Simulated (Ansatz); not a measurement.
AlZnNO:
```cif
data_AlNOZn
_chemical_formula_sum 'Al1 Zn1 O1 N1'
_space_group_name_H-M_alt 'P 1'
_space_group_IT_number 1
_cell_length_a 3.13850
_cell_length_b 3.13850
_cell_length_c 5.14689
_cell_angle_alpha 90.000
_cell_angle_beta 90.000
_cell_angle_gamma 120.000
loop_
_space_group_symop_operation_xyz
  'x, y, z'
loop_
_atom_site_label
_atom_site_type_symbol
_atom_site_fract_x
_atom_site_fract_y
_atom_site_fract_z
_atom_site_occupancy
Al1 Al 0.33333 0.66667 0.50483 1
Zn1 Zn 0.66667 0.33333 0.98733 1
O1 O 0.33333 0.66667 0.15103 1
N1 N 0.66667 0.33333 0.60680 1
```

Relaxed with PBEsol. PBEsol (plane waves, PAW; program Ansatz) gives a gap of 2.24 eV.

Task: What gap does HSE06 give on the same cell (Ansatz, PAW)?

Result: 3.84 eV, 1.60 eV more. The hybrid was solved on a coarser mesh and at special points; the gap given is the minimum over both.

Cost on shared cores: the PBEsol run (SCF on a 10×10×6 mesh, then bands and DOS) roughly 40 core-seconds, the HSE06 run (SCF on 8×8×4, then a few points) about 2.3 core-minutes (a rough figure); the tasks are unlike.

Space group P3m1. The start of the workflow was typed in or built on a structure type; neither database checked (COD, Materials Project) lists it. Whether it is the stable phase at ambient conditions was not checked. Symmetry was held in the PBEsol relaxation; whether a distortion lowers the energy is not shown.

Potentials: the earlier of the program's two PAW sets. The files were generated under PBE; for other functionals the program regenerates the frozen cores, and for LDA and PBEsol the local potential too.
